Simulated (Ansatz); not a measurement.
Sn:
```
Sn
1.0
   -2.92828     2.92828     1.56764
    2.92828    -2.92828     1.56764
    2.92828     2.92828    -1.56764
Sn
2
Direct
  0.75000   0.25000   0.50000
  0.00000   0.00000   0.00000
```

Relaxed with PBEsol. Special points in fractions of this cell's reciprocal vectors: Γ (0.000, 0.000, 0.000); X (0.000, 0.000, 0.500); M (-0.500, 0.500, 0.500); Z (0.322, 0.322, -0.322); Z0 (-0.322, 0.678, 0.322); P (0.250, 0.250, 0.250); N (0.000, 0.500, 0.000).

**Question.** List the band energies nearest the Fermi level at these points for the program Ansatz at the PBEsol with spin–orbit coupling level (PAW).

**Answer.** In eV from the Fermi level; about four levels below and three above (degenerate sets whole), none deeper than 8.9 eV; points with the same levels are listed once.

```json
[
 {"k": "Γ", "below": "-2.29 -2.29 -1.90 -1.90", "above": "2.87 2.87 5.68 5.68"},
 {"k": "X", "below": "–", "above": "0.45 0.45 0.45 0.45"},
 {"k": "M", "below": "-4.91 -4.91 -4.91 -4.91", "above": "5.35 5.35 5.35 5.35"},
 {"k": "Z", "below": "-2.92 -2.92 -2.82 -2.82", "above": "2.96 2.96 5.43 5.43"},
 {"k": "P", "below": "-3.64 -3.64 -3.58 -3.58", "above": "3.37 3.37 3.58 3.58"},
 {"k": "N", "below": "-1.86 -1.86 -1.06 -1.06", "above": "2.22 2.22 2.84 2.84"}
]
```

Space group I4_1/amd (β-Sn type). The cell was relaxed with PBEsol under the symmetry of its start.

Potentials: the earlier of the program's two PAW sets. The files were generated under PBE; for other functionals the program regenerates the frozen cores, and for LDA and PBEsol the local potential too.
